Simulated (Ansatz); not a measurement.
SnSe2 in Ansatz, settings compared

Input:

```yaml
crystal:
  lattice:
    - [1.905499, 3.300419, 0.0]
    - [-1.905499, 3.300419, 0.0]
    - [0.0, 0.0, 6.135998]
  atoms:
    - { symbol: Sn, position: [0.0, 0.0, 0.0] }
    - { symbol: Se, position: [0.3333, 0.3334, 0.249] }
    - { symbol: Se, position: [0.6667, 0.6666, 0.751] }
  symmetry: { tolerance: 0.0003 }
kpoints:
  mp_grid: { grid: [5, 5, 3], shift: [0, 0, 0] }
magnetization:
  spin_polarized: false
scf:
  occupations: { method: cold, width: 0.2973 }
hamiltonian:
  pseudopotentials: { kind: paw }
  xc: pbe
basis:
  ecutwfc: 420
output:
  forces: true
  stress: true
  eigenvalues: true
```

The command:

```bash
ansatz run input.yaml --threads 1 --pin off --max-ram 2560MiB --backend cpu --events-out ev --progress --plain --runs-dir out
```

Origin of the cell: a database entry, scaled a little.

Output of this run (shortened):

```
SCF iter   1: F=—  HF=-16963.063915 eV  Δρ=1.88e-3  dr2=4.13e-3
SCF iter   2: F=—  HF=-16963.045633 eV  S|Δr|=   5.20e-2  Δρ=7.75e-4  dr2=3.72e-4
SCF iter   3: F=—  HF=-16963.042951 eV  S|Δr|=   8.63e-3  Δρ=3.63e-4  dr2=7.90e-5
SCF iter   4: F=—  HF=-16963.041987 eV  S|Δr|=   3.14e-3  Δρ=1.14e-4  dr2=8.67e-6
SCF iter   5: F=—  HF=-16963.042181 eV  S|Δr|=   5.81e-4  Δρ=2.47e-5  dr2=5.48e-7
[… 3 lines left out …]
SCF iter   9: F=—  HF=-16963.238339 eV  Δρ=4.19e-4  dr2=9.94e-5
SCF iter  10: F=—  HF=-16963.238347 eV  S|Δr|=   3.39e-7  Δρ=1.30e-4  dr2=1.20e-5
SCF iter  11: F=—  HF=-16963.238339 eV  S|Δr|=   7.02e-8  Δρ=2.79e-5  dr2=7.23e-7
SCF iter  12: F=—  HF=-16963.238339 eV  S|Δr|=   7.59e-9  Δρ=1.26e-5  dr2=1.49e-7
SCF iter  13: F=-16963.238339 eV  HF=-16963.238339 eV  S|Δr|=   8.89e-9  Δρ=5.10e-6  dr2=3.69e-8
SCF 1 converged in 13 iterations: F = -16963.238339 eV  dr2 = 3.69e-8
SCF converged after 13 iterations
Stability not checked: this state was not tested for a lower state beside it, because cold or Methfessel-Paxton smearing, or corrected tetrahedra, fill the levels in a way that the test cannot read (fill_not_monotonic; […]
Free energy (F): -16963.238339 eV
F+E_penalty+E_count: -16963.238340 eV  (lagrangian_ev)
Harris-Foulkes:  -16963.238339 eV  (|F-HF|=3.17e-8)
Internal energy: -16963.238339 eV  (E = F + TS)
E sigma→0 (E₀):  -16963.238339 eV
Fermi energy:    8.574285 eV
Smearing:        width narrowed from 0.2973 eV (input) to 0.1090 eV after iteration 8, whose occupations did not sum to the number of electrons (Fermi level in a gap)
--- Per-component energies (eV) ---
  E_band       = -857.220903
  E_kinetic    = 426.913653
  E_local      = -6101.653544  (includes V_loc(G=0)·N_el)
  E_nonlocal   = -1222.530454
  E_hartree    = 3128.654050
  E_xc         = -590.551151
  E_vxc        = -292.320917  (∫ρ·V_xc dr)
  E_paw        = -7963.872193  (= ΣΔE_a)
  E_vpaw       = 75.063471  (= ΣTr[D̂ρ^β])
  E_aug_tail   = -0.001222  (compensation charges beyond the density's cutoff)
  E_ewald      = -4640.197477
  E_smearing   = 0.000000  (= −TS)
  E_count      = -0.000001  (occupations off the electron count; not in F)
  Σ components = -16963.238339   (vs F -16963.238339, Δ=0.00e0)
--- Forces (eV/Å), atoms counted from 1 ---
  atom   1  Sn     0.000000    -0.000000     0.000000
  atom   2  Se     0.000000    -0.000000     0.744046
  atom   3  Se    -0.000000     0.000000    -0.744046
  max |Σ_I F_I| component: 4.63e-18 eV/Å
--- Stress (GPa, compression-positive) ---
        5.277695       0.000000       0.000000
       -0.000000       5.277695      -0.000000
        0.000000       0.000000       6.436595
  P = ⅓ Tr σ = 5.6640 GPa (56.640 kbar)
```

The same input was run again with these changes:

1. `scf.mixing.algorithm` default → anderson; `scf.mixing.beta` default → 0.5; `scf.mixing.ndim` default → 8; `scf.n_extra_bands` default → 2; `scf.lower_state_search` default → light
2. `accuracy` default → high; `scf.mixing.preconditioner` default → ldos
3. `hamiltonian.pseudopotentials` { kind: paw } → { kind: paw, source: jth }; `scf.mixing.algorithm` default → anderson; `scf.mixing.beta` default → 0.7; `scf.mixing.ndim` default → 16; `scf.lower_state_search` default → full
4. `basis.ecutwfc` 420 → "350 eV"; `kpoints.mp_grid.grid` [5, 5, 3] → [4, 4, 2]; `scf.algorithm` default → density_mixing

| run | end | SCF iterations | P (GPa) | max force component (eV/Å) | gap on mesh (eV) | moment (μB) | ΔE(σ→0) (meV/atom) |
| --- | --- | --- | --- | --- | --- | --- | --- |
| base | converged | 13 | 5.66 | 0.744 | 0.80 | – | 0 |
| 1 | converged | 13 | 5.66 | 0.744 | 0.80 | – | 0.00 |
| 2 | converged | 15 | 5.66 | 0.744 | 0.80 | – | 0.00 |
| 3 | converged | 13 | 5.66 | 0.748 | 0.80 | – | – |
| 4 | converged | 12 | 5.90 | 0.748 | 0.88 | – | 21.63 |

Energies are compared only where functional, datasets, charge and starting cell are the same.

Not properties of the system: run 4 (too coarse or loose: `basis.ecutwfc` = "350 eV", `kpoints.mp_grid.grid` = [4, 4, 2]).

Caveats of the base run: wide smearing.

Run 3: the cutoff lies below the datasets' advice.
Run 4: the cutoff lies below the datasets' advice.

The base run took 1.6 s on 1 thread of Intel(R) Xeon(R) 6975P-C (Granite Rapids), with other jobs on the host, peak memory 0.38 GiB, from the program's own first density.
